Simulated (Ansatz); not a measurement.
This cell of GaN (zinc blende) is off equilibrium:

```xyz
2
Lattice="0.0000 2.2743 2.2743 2.2743 0.0000 2.2743 2.2743 2.2743 0.0000" Properties=species:S:1:pos:R:3 pbc="T T T"
N      3.4114     3.4114     3.4114
Ga     0.0462    -0.0462    -0.0462
```

Computed with PBE (plane waves to 420 eV, PAW, scalar-relativistic; Ansatz, a program for electronic structure). k mesh 10×10×10 (Γ-centred), Fermi-Dirac smearing 0.05 eV. The energy includes the smearing's −TS. Compression counts positive. GaN was relaxed with its symmetry unable to fall.

Task: What forces act on the atoms (eV/Å, Cartesian)?

Result: 
| atom | Fx | Fy | Fz |
|---|---|---|---|
| N1 | 0.430 | -0.430 | -0.430 |
| Ga2 | -0.430 | 0.430 | 0.430 |

Task: What is the stress tensor (GPa)?

Result: 
```
   0.51     1.79     1.79
   1.79     0.51    -1.79
   1.79    -1.79     0.51
```
The pressure, a third of the trace, is 0.51 GPa.

Task: In it atom 2 sits (0.046, -0.046, -0.046) Å away from its relaxed site. What is its energy relative to the relaxed cell?

Result: 32 meV/cell.

(A displaced cell: forces are minus the slopes of the energy, force constants its curvatures, and phonons follow from these.)
